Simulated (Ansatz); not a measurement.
A sublattice moved along a line in TiAu

All numbers below come from DFT PBEsol, scalar-relativistic, plane waves, PAW in Ansatz 0.2.0. The runs took a 420 eV cutoff, a Γ-centred 14×14×14 mesh and Gaussian smearing (0.15 eV). Spin–orbit coupling is left out, which can shift energies with elements as heavy as these. No spin polarisation. Energies are free energies at this smearing, counted from the undisturbed cell; pressure is positive in compression.

The starting cell (as given, not relaxed at this level; it stands at -4.9 GPa, and it needn't be the usual structure):

```
Ti Au
1.0
     3.25400    0.00000    0.00000
     0.00000    3.25400    0.00000
     0.00000    0.00000    3.25400
Ti Au
1 1
Cartesian
  1.6270 1.6270 1.6270
  0.0000 0.0000 0.0000
```

Every Au atom is moved by x along the Cartesian unit vector (-1.000, 0.000, 0.000); the cell and all other atoms stay fixed. The cell is metallic on the mesh throughout.

```
  x (Å)  ΔE (meV/cell) force along x on the moved atoms (eV/Å) pressure (GPa)
-0.5000          348.3                                     1.75             4.7
-0.2500           75.9                                     0.61            -2.5
 0.0000            0.0                                     0.00            -4.9
 0.0625              ?                                        ?            -4.7
 0.1250           18.8                                    -0.30            -4.3
 0.1875           42.6                                    -0.46            -3.5
 0.3125              ?                                        ?            -1.2
 0.3750          175.8                                    -1.04             0.4
 0.4375          250.9                                    -1.37             2.4
```

By symmetry 0.5000 repeats -0.5000, -0.3750 repeats 0.3750, 0.2500 repeats -0.2500, -0.1250 repeats 0.1250 in energy, with the opposite slope along the path.

(1) Give the withheld values.

Answers

(1) ΔE (meV/cell) at x (Å) = 0.0625: 4.7; force along x on the moved atoms (eV/Å) at x (Å) = 0.0625: -0.15; ΔE (meV/cell) at x (Å) = 0.3125: 119.3; force along x on the moved atoms (eV/Å) at x (Å) = 0.3125: -0.79.